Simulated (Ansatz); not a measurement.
Relaxed ZnS (wurtzite):

```
ZnS
1.0
    3.84511     0.00000     0.00000
   -1.92255     3.32996     0.00000
    0.00000     0.00000     6.30566
Zn S
2 2
Direct
  0.66667   0.33333   0.99985
  0.33333   0.66667   0.49985
  0.66667   0.33333   0.62535
  0.33333   0.66667   0.12535
```

In this cell atom 1 (Zn, nearest neighbour S at 2.357 Å; its periodic images, 3.8 Å or more away, move with it) is moved by u·(1.000, 0.000, 0.000) + v·(0.000, 1.000, 0.000); the rest is frozen.

All values below come from PBE (plane waves to 420 eV, PAW, scalar-relativistic; Ansatz, a program for electronic structure). k mesh 8×8×4 (Γ-centred), Fermi-Dirac smearing 0.05 eV. E stands for the smeared free energy. Compression counts positive. ZnS was relaxed with its symmetry unable to fall. ΔE is measured from the undisplaced structure. Axes are in Å.

ΔE (meV/cell), with u across and v down:

| v \ u | -0.350 | -0.175 | 0.000 | 0.175 | 0.350 |
|---|---|---|---|---|---|
| -0.350 | 513 | 492 | 490 | 492 | 513 |
| -0.175 | 280 | 139 | 98 | 139 | 280 |
| 0.000 | 358 | 83 | 0 | 83 | 358 |
| 0.175 | 645 | 202 | 68 | 202 | 645 |
| 0.350 | 1075 | 426 | 230 | 426 | 1075 |

P (GPa), with u across and v down:

```tsv
v \ u	-0.350	-0.175	0.000	0.175	0.350
-0.350	2.9	2.8	2.8	2.8	2.9
-0.175	1.7	0.8	0.6	0.8	1.7
0.000	2.1	0.5	0.0	0.5	2.1
0.175	3.6	1.2	0.4	1.2	3.6
0.350	5.9	2.5	1.4	2.5	5.9
```

Derived quantities:

| Quantity | Result |
|---|---|
| Principal force constants in the plane (five-point differences of the forces) | 5.2 eV/Å², isotropic |
| Centre of the map | a minimum |
| Lowest place on the grid | u = 0.000 Å, v = 0.000 Å (0 meV/cell) |
| Highest place on the grid, met at several equal points | u = -0.350 Å, v = 0.350 Å; u = 0.350 Å, v = 0.350 Å (1075 meV/cell) |

(A displaced cell: forces are minus the slopes of the energy, force constants its curvatures, and phonons follow from these.)
